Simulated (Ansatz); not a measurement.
# Data sheet: Nb3Al (DFT)

Nb3Al:
```yaml
crystal:
  lattice:
    - [5.14325, 0.00000, 0.00000]
    - [0.00000, 5.14325, 0.00000]
    - [0.00000, 0.00000, 5.14325]
  atoms:
    - { symbol: Al, position: [0.00000, 0.00000, 0.00000] }
    - { symbol: Al, position: [0.50000, 0.50000, 0.50000] }
    - { symbol: Nb, position: [0.25000, 0.00000, 0.50000] }
    - { symbol: Nb, position: [0.75000, 0.00000, 0.50000] }
    - { symbol: Nb, position: [0.50000, 0.75000, 0.00000] }
    - { symbol: Nb, position: [0.50000, 0.25000, 0.00000] }
    - { symbol: Nb, position: [0.00000, 0.50000, 0.75000] }
    - { symbol: Nb, position: [0.00000, 0.50000, 0.25000] }
```

Space group Pm-3n (No. 223), A15 (Cr3Si type); conventional cell a = 5.143 Å, b = 5.143 Å, c = 5.143 Å, α = 90.00°, β = 90.00°, γ = 90.00°.

Method: PBEsol (plane waves, PAW; program Ansatz). Geometry: relaxed at this level of theory. Other levels are named where they apply.

Cell and energy:

- Volume per atom = 17.01 Å³
- Density = 7.46 g/cm³
- Formation energy from the elements (no fitted shifts) = -0.18 eV/atom

Electronic structure:

Electronic character: metallic (no gap)
Density of states at the Fermi level: 1.7 states/eV per atom (mean over ±0.08 eV)
Gap with spin–orbit coupling: none (metallic)

Mechanics:

* **Bulk modulus (Birch–Murnaghan fit)**: 170 GPa
* **Pressure derivative B′**: 4.0
* **Elastic constants (relaxed ions, GPa)**: C11 = 265, C12 = 124, C44 = 23.1
* **Mechanical stability**: stable (all eigenvalues of C positive)
* **Hill bulk and shear moduli**: 171 and 36.8 GPa
* **Young's modulus**: 103 GPa
* **Poisson's ratio**: 0.40
* **Debye temperature from the elastic constants**: 291 K

Phonons:

- Highest zone-centre frequency: 301 cm^-1
- Zone-centre stability: no imaginary mode at Γ

The first step of the workflow began from a Materials Project structure, measured or hypothetical; the Crystallography Open Database copy checked does not list it. Whether it is the stable phase at ambient conditions was not checked. Symmetry was held in the PBEsol relaxation. The run is not spin-polarised. As this level gives no gap, shear constants depend on the k-mesh and smearing (Fermi–Dirac, 0.1 eV here). As this level gives no gap, phonon frequencies hold no LO–TO term and depend on the k-mesh and smearing (Fermi–Dirac, 0.1 eV here). On the denser mesh and wider smearing of the elastic run this cell carries a stress of 0.3 GPa. The references are the lowest solids computed at this level, not always the standard phases. Scalar-relativistic: spin–orbit coupling is off unless named, which matters more the heavier the elements.

Potentials: the later of the program's two PAW sets.
